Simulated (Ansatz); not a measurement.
# Slab of bcc Ta (110), 3 layers

The slab is cut from the bcc crystal, the stable phase, as relaxed on PAW files (18.30 Å³/atom), with 16 Å of vacuum and a dipole correction:

```yaml
crystal:
  lattice:
    - [2.87529, 0.00000, 0.00000]
    - [-0.95843, 2.71085, 0.00000]
    - [0.00000, 0.00000, 20.69530]
  atoms:
    - { symbol: Ta, position: [0.00000, 0.00000, 0.38656] }
    - { symbol: Ta, position: [0.50000, 0.50000, 0.50000] }
    - { symbol: Ta, position: [0.00000, 0.00000, 0.61344] }
```

Level of theory: DFT with PBE, scalar-relativistic, in Ansatz 0.2.0; a Γ-centred 13×13×1 k mesh, Fermi–Dirac smearing of 0.1 eV, no spin polarisation. LAPW: all electrons, basis error target 1 meV/atom; PAW: frozen-core files, cutoff 420 eV.

The bulk energy comes from a cell in the slab's orientation on a 13×13×8 mesh. The surface energy is (E(slab) − N·E(bulk))/2A at zero smearing, the mean of both faces; thin slabs carry quantum-size effects.

Spin–orbit coupling is left out, which matters for the heavy atoms.

Question: As cut, the LAPW slab lies 2.356 eV above 3 atoms of bulk. What surface energy is that?

Answer: Over two faces of 7.79 Å² it is 151.2 meV/Å², and times 16.02 J/m² per eV/Å² that gives γ = 2.422 J/m².

Question: What do relaxation and the other method give, and what work function comes out?

Answer: 

```json
{"method": "LAPW", "γ as cut (J/m²)": "2.422", "γ relaxed (J/m²)": "2.378", "Φ as cut (eV)": "4.77", "Φ relaxed (eV)": "4.76"}
{"method": "PAW", "γ as cut (J/m²)": "2.427", "γ relaxed (J/m²)": "2.383", "Φ as cut (eV)": "4.78", "Φ relaxed (eV)": "4.76"}
```

Question: How do the spacings between the planes relax?

Answer: From the bottom face up: d12 -3.4 % of 2.348 Å, d23 -3.4 % of 2.348 Å.

Question: A field of 0.2 V/Å is applied along the normal, atoms held. What follows?

Answer: LAPW finds an induced dipole of 0.0756 e·Å a cell (PAW 0.0755), that is 8.77 Å for 4πα over the area, against 4.54 Å between the outer atoms.

Question: What changes if the vacuum is set to 13 Å?

Answer: LAPW then gives: no gap, work function 4.76 eV; PAW: no gap, work function 4.76 eV. The program warns that the vacuum is too thin.

Question: A 4f core hole is made on one atom of each kind in every 1×1 cell (PAW hole dataset, neutral cell, valence without spin). What does it cost by layer?

Answer: layer 1 23.15 eV, layer 2 22.92 eV. Shifts between layers mean more than the absolute values, and a whole layer of holes screens otherwise than one hole.

Question: In the relaxed 1×1 cell, replace the outer, then the middle Ta by W, which changes a whole layer. What shift does this Z+1 picture give?

Answer: E(outer) − E(middle) = +0.29 eV by LAPW and +0.29 eV by PAW; a positive value puts the surface line at higher binding energy.
